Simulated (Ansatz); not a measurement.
The cell below belongs to a search over invented structures; it isn't taken from experiment.

Input and command of a plane-wave DFT calculation in Ansatz:

```yaml
crystal:
  lattice:
    - [7.6948665692, 0.0, 0.0]
    - [-3.8474332846, 6.6639499277, 0.0]
    - [0.0, 0.0, 3.6903536451]
  atoms:
    - { symbol: Ge, position: [0.2895344118, 0.1447672059, 0.75] }
    - { symbol: Ge, position: [0.8552327941, 0.1447672059, 0.75] }
    - { symbol: Ge, position: [0.8552327941, 0.7104655882, 0.75] }
    - { symbol: Ge, position: [0.7104655882, 0.8552327941, 0.25] }
    - { symbol: Ge, position: [0.1447672059, 0.8552327941, 0.25] }
    - { symbol: Ge, position: [0.1447672059, 0.2895344118, 0.25] }
    - { symbol: Cl, position: [0.6666666667, 0.3333333333, 0.25] }
    - { symbol: Cl, position: [0.3333333333, 0.6666666667, 0.75] }
basis:
  ecutwfc: 420
kpoints:
  mp_grid: { grid: [6, 6, 10] }
hamiltonian:
  xc: pbe
scf:
  occupations: { method: gaussian, width: 0.1 }
output:
  forces: true
  stress: true
  eigenvalues: true
relax:
  adjacent_minimum: "off"
  f_tol: 0.01
  max_steps: 80
  cell: { stress_tol: 0.05 }
```

```bash
ansatz run input.yaml --threads 1 --pin off --max-ram 2048MiB --backend cpu --events-out ev --progress --plain --runs-dir out
```

Processor: Arm Neoverse V2, 1 thread, on a host shared with other jobs.

Problem. Estimate time, memory and problem size.

Solution. About 110 s, peak memory 0.64 GiB. It solves 59 bands at 42 k points (after reduction by symmetry) with about 3667 plane waves (on the last cell), in 29 SCF iterations over 5 ionic steps.
